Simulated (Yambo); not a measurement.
A BSE run in Yambo for MgPdF6 (space group R-3, No. 148) (LDA bands; 4×4×4 mesh, 21 valence and 3 conduction bands, static screening with 69 bands and a 3 Ry block, scissor 3.14 eV, Tamm-Dancoff; field along x) gives:

| state | energy (eV) | states within 2 meV | relative strength | class |
|---|---|---|---|---|
| 1 | 1.66 | 2 | < 0.01 | dark |
| 2 | 1.76 | 1 | < 0.01 | dark |
| 3 | 2.45 | 1 | < 0.01 | dark |
| 4 | 2.48 | 2 | < 0.01 | dark |
| 5 | 3.73 | 1 | < 0.01 | dark |

Axes are Cartesian, with cell vectors (Å) (2.47, 1.42, 4.51), (-2.47, 1.42, 4.51), (0.00, -2.85, 4.51).

Problem. What changes when the window shrinks to 19 valence and 2 conduction bands?

Solution. The lowest state goes from 1.659 eV to 1.664 eV, and its distance below the direct gap from 3.314 eV to 3.310 eV. These are vertical excitations (zero momentum). The scissor comes from a G0W0 run whose convergence isn't established.

Spin-orbit coupling is not included.

Geometry of the Materials Project entry, not relaxed at this level; primitive cell a = 5.3335 Å, b = 5.3335 Å, c = 5.3335 Å, α = 55.07°, β = 55.07°, γ = 55.07°.
